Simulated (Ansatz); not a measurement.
Relaxed Ag (fcc, Cu type):

```
Ag
1.0
    4.10551     0.00000     0.00000
    0.00000     4.10551     0.00000
    0.00000     0.00000     4.10551
Ag
4
Direct
  0.00000   0.00000   0.00000
  0.50000   0.50000   0.00000
  0.50000   0.00000   0.50000
  0.00000   0.50000   0.50000
```

All values below come from r2SCAN (plane waves to 500 eV, PAW, scalar-relativistic; Ansatz, a first-principles code). k mesh 9×9×9 (Γ-centred), Fermi-Dirac smearing 0.05 eV. With partly filled bands, energies and forces of such displacements shift with the k mesh and the smearing. On this mesh the relaxed cell isn't quite at rest: it carries a pressure of -0.1 GPa (compression positive) at the zero of the scan. Ag was relaxed with its symmetry unable to fall. The PAW data are Ansatz's earlier set.

One atom of the cell was then moved (with its periodic images), all else fixed, and the forces (eV/Å) came out as:

```
atom      Fx     Fy      Fz
----  ------  -----  ------
Ag1   -0.569  0.000   0.083
Ag2    1.302  0.000   1.302
Ag3    0.083  0.000  -0.569
Ag4   -0.816  0.000  -0.816
```

Which atom was moved, and by which vector (Å)?

Ag2, by (-0.22, 0.00, -0.22), 0.31 Å in all.

(A displaced cell: forces are minus the slopes of the energy, force constants its curvatures, and phonons follow from these.)
